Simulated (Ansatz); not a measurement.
Crystals in the bcc lattice, computed with PBE in Ansatz (plane-wave DFT, scalar-relativistic, harmonic phonons, no LO–TO term at Γ; smeared occupations, about 0.1 eV; no spin; PAW, where unfrozen means all-electron datasets; each on its own modest k mesh, which can be coarse for ε∞).

| crystal | cell | k mesh | potentials | phonons by | Å³/atom | lowest mode at q = [0.5, -0.5, 0.5] (cm⁻¹) | top mode at q = [0.5, -0.5, 0.5] (cm⁻¹) |
| --- | --- | --- | --- | --- | --- | --- | --- |
| Li | relaxed | 8×8×8 | unfrozen PAW | finite displacements | 20.32 | 329 | 329 |
| Na | relaxed | 8×8×8 | unfrozen PAW | finite displacements | 37.20 | 122 | 122 |
| Rb | relaxed | 8×8×8 | unfrozen PAW | finite displacements | 91.17 | ? | ? |
| Nb | relaxed | 8×8×8 | unfrozen PAW | finite displacements | 18.18 | 220 | 220 |
| Ba | relaxed | 8×8×8 | unfrozen PAW | finite displacements | 63.27 | 73 | 73 |

Problem. Estimate the entries marked ?.

Solution. Rb: lowest mode at q = [0.5, -0.5, 0.5] (cm⁻¹) 44, top mode at q = [0.5, -0.5, 0.5] (cm⁻¹) 44.
